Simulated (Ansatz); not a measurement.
The relaxation started from an entry of Materials Project.

A relaxed cell of MoPt (Pmma (No. 51)), relaxed on a k-mesh at least as fine as the one used below. The numbers are results of PBEsol (plane waves to 420 eV, PAW, scalar-relativistic; Ansatz, a first-principles code), not measurements. Γ-centred k-mesh 7×12×7 on the run's cell (coarser than for final values), Fermi–Dirac smearing 0.05 eV.

```
CELL_PARAMETERS angstrom
      4.45501     0.00000     0.00000
      0.00000     2.71876     0.00000
      0.00000     0.00000     4.91323
ATOMIC_POSITIONS crystal
  Mo 0.25000 0.00000 0.16390
  Mo 0.75000 0.00000 0.83610
  Pt 0.25000 0.50000 0.66450
  Pt 0.75000 0.50000 0.33550
```

The atoms are displaced by (Å):

| atom | ux | uy | uz |
|---|---|---|---|
| Mo1 | 0.140 | -0.342 | -0.288 |
| Mo2 | -0.170 | -0.011 | 0.006 |
| Pt3 | -0.003 | -0.140 | 0.072 |
| Pt4 | 0.157 | 0.070 | -0.091 |

Task: What forces (eV/Å) and pressure result?

Result: 
```
atom     Fx     Fy     Fz
----  -----  -----  -----
Mo1   -1.49   2.01   5.31
Mo2    3.60  -0.17  -1.84
Pt3   -1.42  -0.29  -4.41
Pt4   -0.69  -1.55   0.94
```

Pressure +18.2 GPa.

Task: Estimate the energy cost of the displacement in the harmonic approximation and compare with the calculation.

Result: For a harmonic well ΔE = −½ Σ F·u = 1.809 eV a cell, or 452 meV/atom. The calculated energy relative to the undisplaced cell is +0.42 eV/atom, so the harmonic estimate holds well.

No spin polarisation in the result.

The run that gave the undisplaced cell could not lose the symmetry of its start; a randomly shaken copy of 4 atoms returns to this structure.
